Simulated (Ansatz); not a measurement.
A relaxation computed with Ansatz, from input to last step.

```yaml
crystal:
  lattice:
    - [0.0, 4.6007458427, 4.6007458427]
    - [4.6007458427, 0.0, 4.6007458427]
    - [4.6007458427, 4.6007458427, 0.0]
  atoms:
    - { symbol: K, position: [0.5, 0.5, 0.5] }
    - { symbol: Tl, position: [0.25, 0.25, 0.25] }
    - { symbol: Tl, position: [0.75, 0.75, 0.75] }
    - { symbol: Mo, position: [0.0, 0.0, 0.0], spin: 1.84 }
    - { symbol: F, position: [0.7757685918, 0.2242314082, 0.2242314082] }
    - { symbol: F, position: [0.2242314082, 0.7757685918, 0.2242314082] }
    - { symbol: F, position: [0.2242314082, 0.7757685918, 0.7757685918] }
    - { symbol: F, position: [0.7757685918, 0.2242314082, 0.7757685918] }
    - { symbol: F, position: [0.2242314082, 0.2242314082, 0.7757685918] }
    - { symbol: F, position: [0.7757685918, 0.7757685918, 0.2242314082] }
basis:
  ecutwfc: 420
kpoints:
  mp_grid: { grid: [8, 8, 8] }
hamiltonian:
  xc: lda
scf:
  occupations: { method: gaussian, width: 0.02 }
output:
  forces: true
  stress: true
  eigenvalues: true
  populations: true
  write_density: true
  write_potential: true
  elf: true
  volumetric_format: npy
magnetization:
  spin_polarized: true
relax:
  adjacent_minimum: "off"
  f_tol: 0.005
  max_steps: 50
  cell: { stress_tol: 0.05 }
```

```bash
ansatz run input.yaml --threads 2 --pin off --max-ram 5120MiB --backend cpu --events-out ev --progress --plain --runs-dir out
```

The calculation used Ansatz 0.2.0, DFT LDA, scalar-relativistic, plane waves, PAW.

Of 8 frames 8 are shown, positions in Å and forces in eV/Å; the SCF threshold varies from step to step. Steps run on the plane waves of an earlier cell, with a Pulay correction in the pressure. The basis is chosen afresh for the last frame, the zero of the energies, and at times for earlier ones too; energy and pressure step there, also at an unchanged geometry. Here that happened at step 5 (4 meV/atom, -0.5 GPa); the frames before carry an error of that size.

```xyz
10
Lattice="0.0000 4.6007 4.6007 4.6007 0.0000 4.6007 4.6007 4.6007 0.0000" Properties=species:S:1:pos:R:3:forces:R:3 pbc="T T T" step=1 free_energy_over_end_meV_per_atom=45.76 pressure_GPa=-5.86
K     4.6007    4.6007    4.6007    0.0000    0.0000    0.0000
Tl    2.3004    2.3004    2.3004    0.0000    0.0000    0.0000
Tl    6.9011    6.9011    6.9011    0.0000    0.0000    0.0000
Mo    0.0000    0.0000    0.0000    0.0000    0.0000    0.0000
F     2.0633    4.6007    4.6007   -0.4419    0.0000    0.0000
F     4.6007    2.0633    4.6007    0.0000   -0.4419    0.0000
F     7.1382    4.6007    4.6007    0.4419    0.0000    0.0000
F     4.6007    7.1382    4.6007    0.0000    0.4419    0.0000
F     4.6007    4.6007    2.0633    0.0000    0.0000   -0.4419
F     4.6007    4.6007    7.1382    0.0000    0.0000    0.4419
10
Lattice="0.0000 4.3968 4.3968 4.3968 0.0000 4.3968 4.3968 4.3968 0.0000" Properties=species:S:1:pos:R:3:forces:R:3 pbc="T T T" step=2 free_energy_over_end_meV_per_atom=-3.66 pressure_GPa=0.30
K     4.3968    4.3968    4.3968    0.0000    0.0000    0.0000
Tl    2.1984    2.1984    2.1984    0.0000    0.0000    0.0000
Tl    6.5953    6.5953    6.5953    0.0000    0.0000    0.0000
Mo    0.0000    0.0000    0.0000    0.0000    0.0000    0.0000
F     2.0154    4.3968    4.3968   -0.1829    0.0000    0.0000
F     4.3968    2.0154    4.3968    0.0000   -0.1829    0.0000
F     6.7783    4.3968    4.3968    0.1829    0.0000    0.0000
F     4.3968    6.7783    4.3968    0.0000    0.1829    0.0000
F     4.3968    4.3968    2.0154    0.0000    0.0000   -0.1829
F     4.3968    4.3968    6.7783    0.0000    0.0000    0.1829
10
Lattice="0.0000 4.4219 4.4219 4.4219 0.0000 4.4219 4.4219 4.4219 0.0000" Properties=species:S:1:pos:R:3:forces:R:3 pbc="T T T" step=3 free_energy_over_end_meV_per_atom=-3.44 pressure_GPa=-0.11
K     4.4219    4.4219    4.4219    0.0000    0.0000    0.0000
Tl    2.2109    2.2109    2.2109    0.0000    0.0000    0.0000
Tl    6.6328    6.6328    6.6328    0.0000    0.0000    0.0000
Mo    0.0000    0.0000    0.0000    0.0000    0.0000    0.0000
F     2.0088    4.4219    4.4219    0.0406    0.0000    0.0000
F     4.4219    2.0088    4.4219    0.0000    0.0406    0.0000
F     6.8350    4.4219    4.4219   -0.0406    0.0000    0.0000
F     4.4219    6.8350    4.4219    0.0000   -0.0406    0.0000
F     4.4219    4.4219    2.0088    0.0000    0.0000    0.0406
F     4.4219    4.4219    6.8350    0.0000    0.0000   -0.0406
10
Lattice="0.0000 4.4162 4.4162 4.4162 0.0000 4.4162 4.4162 4.4162 0.0000" Properties=species:S:1:pos:R:3:forces:R:3 pbc="T T T" step=4 free_energy_over_end_meV_per_atom=-3.77 pressure_GPa=0.00
K     4.4162    4.4162    4.4162    0.0000    0.0000    0.0000
Tl    2.2081    2.2081    2.2081    0.0000    0.0000    0.0000
Tl    6.6243    6.6243    6.6243    0.0000    0.0000    0.0000
Mo    0.0000    0.0000    0.0000    0.0000    0.0000    0.0000
F     2.0098    4.4162    4.4162    0.0029    0.0000    0.0000
F     4.4162    2.0098    4.4162    0.0000    0.0029    0.0000
F     6.8226    4.4162    4.4162   -0.0029    0.0000    0.0000
F     4.4162    6.8226    4.4162    0.0000   -0.0029    0.0000
F     4.4162    4.4162    2.0098    0.0000    0.0000    0.0029
F     4.4162    4.4162    6.8226    0.0000    0.0000   -0.0029
10
Lattice="0.0000 4.4162 4.4162 4.4162 0.0000 4.4162 4.4162 4.4162 0.0000" Properties=species:S:1:pos:R:3:forces:R:3 pbc="T T T" step=5 free_energy_over_end_meV_per_atom=0.23 pressure_GPa=-0.50
K     4.4162    4.4162    4.4162    0.0000    0.0000    0.0000
Tl    2.2081    2.2081    2.2081    0.0000    0.0000    0.0000
Tl    6.6243    6.6243    6.6243    0.0000    0.0000    0.0000
Mo    0.0000    0.0000    0.0000    0.0000    0.0000    0.0000
F     2.0098    4.4162    4.4162    0.0017    0.0000    0.0000
F     4.4162    2.0098    4.4162    0.0000    0.0017    0.0000
F     6.8226    4.4162    4.4162   -0.0017    0.0000    0.0000
F     4.4162    6.8226    4.4162    0.0000   -0.0017    0.0000
F     4.4162    4.4162    2.0098    0.0000    0.0000    0.0017
F     4.4162    4.4162    6.8226    0.0000    0.0000   -0.0017
10
Lattice="0.0000 4.4017 4.4017 4.4017 0.0000 4.4017 4.4017 4.4017 0.0000" Properties=species:S:1:pos:R:3:forces:R:3 pbc="T T T" step=6 free_energy_over_end_meV_per_atom=-0.63 pressure_GPa=0.05
K     4.4017    4.4017    4.4017    0.0000    0.0000    0.0000
Tl    2.2008    2.2008    2.2008    0.0000    0.0000    0.0000
Tl    6.6025    6.6025    6.6025    0.0000    0.0000    0.0000
Mo    0.0000    0.0000    0.0000    0.0000    0.0000    0.0000
F     2.0072    4.4017    4.4017    0.0040    0.0000    0.0000
F     4.4017    2.0072    4.4017    0.0000    0.0040    0.0000
F     6.7962    4.4017    4.4017   -0.0040    0.0000    0.0000
F     4.4017    6.7962    4.4017    0.0000   -0.0040    0.0000
F     4.4017    4.4017    2.0072    0.0000    0.0000    0.0040
F     4.4017    4.4017    6.7962    0.0000    0.0000   -0.0040
10
Lattice="0.0000 4.4028 4.4028 4.4028 0.0000 4.4028 4.4028 4.4028 0.0000" Properties=species:S:1:pos:R:3:forces:R:3 pbc="T T T" step=7 free_energy_over_end_meV_per_atom=-0.58 pressure_GPa=0.00
K     4.4028    4.4028    4.4028    0.0000    0.0000    0.0000
Tl    2.2014    2.2014    2.2014    0.0000    0.0000    0.0000
Tl    6.6042    6.6042    6.6042    0.0000    0.0000    0.0000
Mo    0.0000    0.0000    0.0000    0.0000    0.0000    0.0000
F     2.0075    4.4028    4.4028    0.0003    0.0000    0.0000
F     4.4028    2.0075    4.4028    0.0000    0.0003    0.0000
F     6.7981    4.4028    4.4028   -0.0003    0.0000    0.0000
F     4.4028    6.7981    4.4028    0.0000   -0.0003    0.0000
F     4.4028    4.4028    2.0075    0.0000    0.0000    0.0003
F     4.4028    4.4028    6.7981    0.0000    0.0000   -0.0003
10
Lattice="0.0000 4.4028 4.4028 4.4028 0.0000 4.4028 4.4028 4.4028 0.0000" Properties=species:S:1:pos:R:3:forces:R:3 pbc="T T T" step=8 free_energy_over_end_meV_per_atom=0.00 pressure_GPa=-0.04
K     4.4028    4.4028    4.4028    0.0000    0.0000    0.0000
Tl    2.2014    2.2014    2.2014    0.0000    0.0000    0.0000
Tl    6.6042    6.6042    6.6042    0.0000    0.0000    0.0000
Mo    0.0000    0.0000    0.0000    0.0000    0.0000    0.0000
F     2.0075    4.4028    4.4028    0.0002    0.0000    0.0000
F     4.4028    2.0075    4.4028    0.0000    0.0002    0.0000
F     6.7981    4.4028    4.4028   -0.0002    0.0000    0.0000
F     4.4028    6.7981    4.4028    0.0000   -0.0002    0.0000
F     4.4028    4.4028    2.0075    0.0000    0.0000    0.0002
F     4.4028    4.4028    6.7981    0.0000    0.0000   -0.0002
```

Spin-orbit coupling is left out, which matters for the bands of heavy elements. The smearing is narrow for a metal on this mesh.